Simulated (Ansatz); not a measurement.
## Structures of K2Co: which is lowest?

Plane-wave DFT in Ansatz with scalar-relativistic PAW potentials, cutoff 420 eV, Γ-centred meshes chosen by cell and gap, Gaussian smearing with energies taken to zero width. Every cell was relaxed (cell and atoms) in a run of its own, within the symmetry of its start. Functional: PBE.

Relaxed structures (starts from databases or built by putting these elements on another compound's sites):
A. P6/mmm, 3 atoms in the computed cell, a = 5.893 Å, c = 3.450 Å; sites (symmetry × multiplicity) K -6m2 × 2, Co 6/mmm × 1; start: built
B. Fd-3m, 6 atoms in the computed cell, a = 10.309 Å; sites (symmetry × multiplicity) K .-3m × 16, Co -43m × 8; start: built

Question: Rank them by energy. Could pressure change the order?

Answer:
| structure | group | E − E(lowest) (meV/atom) | V (Å³/atom) | gap on mesh (eV) |
| --- | --- | --- | --- | --- |
| A | P6/mmm | 0.0 | 34.58 | 0.00 |
| B | Fd-3m | 194 | 45.65 | 0.00 |

A is lowest, 194 meV/atom under B. The lowest is also the densest of these, so pressure wouldn't bring one of the others in at first order. Other structures may lie lower than all of these, and vibrations aren't counted.

Magnetic cells started from one order each; another order can shift an energy by tens of meV per atom.